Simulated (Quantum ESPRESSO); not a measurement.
## Mo6NbIn (one composition in several site orders)

Simulated, not a measurement. The program is pw.x of Quantum ESPRESSO 7.5 (plane-wave density functional theory). The cell is made up: eight metal atoms on a hexagonal close-packed lattice, with elements, volume, strain and displacements drawn at random and not relaxed, so it may be unstable or far from any real phase. PseudoDojo standard norm-conserving files set the functional (PBE unless stated); there is no spin polarisation or spin-orbit coupling, the Fermi-Dirac width of 0.25 eV means electrons at about 2900 K, and the masses in the input are unused placeholders. A spin test at this wide smearing found no moment, but such smearing suppresses magnetism that the real alloy may have.

The runs put one composition on the sites in different orders. Cell, positions, cutoff, mesh and smearing stay as in the input of run 1; sites are counted in its order. Stress in the tables is positive in tension.

Input of run 1:

```
&control calculation='scf', pseudo_dir='./dojo.nc.sr.pbe.v0_5.standard.upf', outdir='./o', disk_io='minimal', tprnfor=.true., tstress=.true. /
&system ibrav=0, nat=8, ntyp=3, nbnd=72, ecutwfc=82.02448710, nosym=.true., tot_charge=0,
 occupations='smearing', smearing='fd', degauss=0.0183746611
/
&electrons conv_thr=1.470e-08, electron_maxstep=70, mixing_beta=0.5 /
ATOMIC_SPECIES
In 1.0 In.upf
Mo 1.0 Mo.upf
Nb 1.0 Nb.upf
CELL_PARAMETERS angstrom
2.8888 -0.0125 0.0282
-0.0216 5.0095 -0.0079
0.089 -0.0143 9.0292
ATOMIC_POSITIONS angstrom
Mo -0.0818 -0.0372 0.0499
Mo -0.0376 -0.0398 4.4703
Nb 0.0366 1.6557 2.2515
Mo 0.0808 1.6158 6.7312
Mo 1.4452 2.537 0.0317
Mo 1.4763 2.4713 4.5273
In 1.5569 4.2018 2.3063
Mo 1.4351 4.0981 6.7464
K_POINTS automatic
8 5 3 1 1 1
```

| run | elements on sites 1 to 8 | free energy less that of run 1 (eV) | -TS (eV) | pressure (GPa) | stress xx (GPa) | stress yy (GPa) | stress zz (GPa) | stress yz (GPa) | stress xz (GPa) | stress xy (GPa) | iterations |
| --- | --- | --- | --- | --- | --- | --- | --- | --- | --- | --- | --- |
| 1 | Mo Mo Nb Mo Mo Mo In Mo | 0.000 | -1.978 | 8.62 | -6.70 | -4.80 | -14.36 | -0.50 | -0.06 | -1.68 | 19 |
| 2 | Mo Mo Nb In Mo Mo Mo Mo | -0.092 | -2.014 | 8.91 | -7.64 | -5.99 | -13.12 | 0.41 | 0.05 | -0.87 | 21 |
| 3 | In Mo Mo Mo Mo Mo Nb Mo | -0.041 | -2.022 | 8.81 | -7.04 | -5.79 | -13.60 | 1.19 | 1.84 | -1.28 | 20 |
| 4 | Mo Nb Mo Mo In Mo Mo Mo | 0.070 | -2.077 | 9.12 | -8.01 | -5.70 | -13.64 | 1.34 | 0.36 | -1.60 | 21 |
| 5 | Mo Mo Mo Mo Mo Nb In Mo | 0.213 | -2.036 | 9.04 | -7.34 | -4.02 | -15.75 | 0.03 | -0.14 | -1.31 | 20 |

Forces Fx Fy Fz (eV/Å):

| site | run 1 | run 2 | run 3 | run 4 | run 5 |
| --- | --- | --- | --- | --- | --- |
| 1 | 0.52 0.80 -1.84 | 0.04 -0.04 -0.42 | 0.79 0.90 -1.77 | 0.33 0.94 -0.29 | 0.59 0.96 -1.75 |
| 2 | 0.37 0.64 2.05 | 0.11 -0.41 0.33 | -0.08 0.34 1.17 | 0.08 -0.08 0.46 | 0.44 0.86 1.67 |
| 3 | 0.35 0.41 -0.02 | 0.27 0.57 -0.11 | 0.11 0.84 0.33 | -0.02 0.08 0.54 | 0.19 0.10 -0.55 |
| 4 | -0.09 -0.14 0.38 | -0.38 -0.27 0.88 | -0.07 0.10 -0.07 | 0.07 -0.33 0.00 | -0.08 -0.31 1.22 |
| 5 | 0.00 -0.52 -1.21 | -0.10 0.12 -0.34 | -0.26 -0.74 -0.45 | -0.15 -0.85 -0.44 | 0.05 -0.68 -0.75 |
| 6 | -0.04 -0.24 0.76 | 0.16 0.54 -0.35 | -0.04 -0.39 0.36 | -0.07 -0.04 0.00 | -0.05 -0.53 0.10 |
| 7 | -1.16 -0.98 -0.42 | -0.24 -0.51 -0.15 | -0.48 -0.93 0.80 | -0.26 -0.10 -0.71 | -1.13 -0.65 -0.68 |
| 8 | 0.05 0.04 0.30 | 0.15 0.00 0.16 | 0.02 -0.12 -0.38 | 0.03 0.38 0.44 | 0.00 0.24 0.74 |

The sites are displaced and not relaxed, so the energy differences mix bonding between neighbours with strain and are not ordering energies. A rerun of one cell of this series at a higher cutoff and on a denser mesh moved values by no more than 0.004 eV in energy, 0.05 GPa in stress and 0.009 eV/Å in force, and a second program with other atomic files agreed on that cell to 2 % rms in force and 0.5 GPa in pressure.